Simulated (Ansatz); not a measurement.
C:
```
CELL_PARAMETERS angstrom
      6.87318     0.00000     0.00000
     -3.43659     5.95235     0.00000
      0.00000     0.00000     6.72709
ATOMIC_POSITIONS crystal
  C  0.54009 0.66659 0.75000
  C  0.74459 0.66668 0.75000
  C  0.54009 0.87350 0.75000
  C  0.74459 0.07791 0.75000
  C  0.33341 0.87350 0.75000
  C  0.33332 0.07791 0.75000
  C  0.12650 0.66659 0.75000
  C  0.92209 0.66668 0.75000
  C  0.12650 0.45991 0.75000
  C  0.92209 0.25541 0.75000
  C  0.33341 0.45991 0.75000
  C  0.33332 0.25541 0.75000
  C  0.87350 0.33341 0.25000
  C  0.07791 0.33332 0.25000
  C  0.87350 0.54009 0.25000
  C  0.07791 0.74459 0.25000
  C  0.66659 0.54009 0.25000
  C  0.66668 0.74459 0.25000
  C  0.45991 0.33341 0.25000
  C  0.25541 0.33332 0.25000
  C  0.45991 0.12650 0.25000
  C  0.25541 0.92209 0.25000
  C  0.66659 0.12650 0.25000
  C  0.66668 0.92209 0.25000
```

Relaxed with PBE+D3(BJ). Special points in fractions of this cell's reciprocal vectors: Γ (0.000, 0.000, 0.000); M (0.500, 0.000, 0.000); K (0.333, 0.333, 0.000); A (0.000, 0.000, 0.500); L (0.500, 0.000, 0.500); H (0.333, 0.333, 0.500).

Task: List the band energies nearest the valence-band maximum at these points for DFT-PBE+D3(BJ) in the program Ansatz with PAW potentials.

Result: In eV from the valence-band maximum; about four levels below and three above (degenerate sets whole), none deeper than 8.9 eV; points with the same levels are listed once.

| k | below | above |
|---|---|---|
| Γ | -2.13 -2.13 -1.81 -1.40 | 1.82 3.07 3.54 3.54 |
| M | -1.89 -1.69 -0.28 0.00 | 0.20 0.82 2.29 |
| K | -1.69 -1.69 -1.04 -1.04 -1.00 | 1.59 1.59 1.70 |
| A | -2.17 -2.17 -2.17 -2.17 -1.57 -1.57 | 2.40 2.40 3.53 3.53 3.53 3.53 |
| L | -1.79 -1.79 -0.11 -0.11 | 0.33 0.33 2.34 2.34 |
| H | -1.27 -1.27 -1.26 -1.26 | 1.59 1.59 1.60 1.60 |

Space group P6_3/mmc. The start of the workflow was typed in or built on a structure type. Its sites differ from those of the usual phase in this space group: another stacking or structure type. Symmetry was held in the PBE+D3(BJ) relaxation; its stability against distortions is not shown here.

Potentials: the later of the program's two PAW sets.
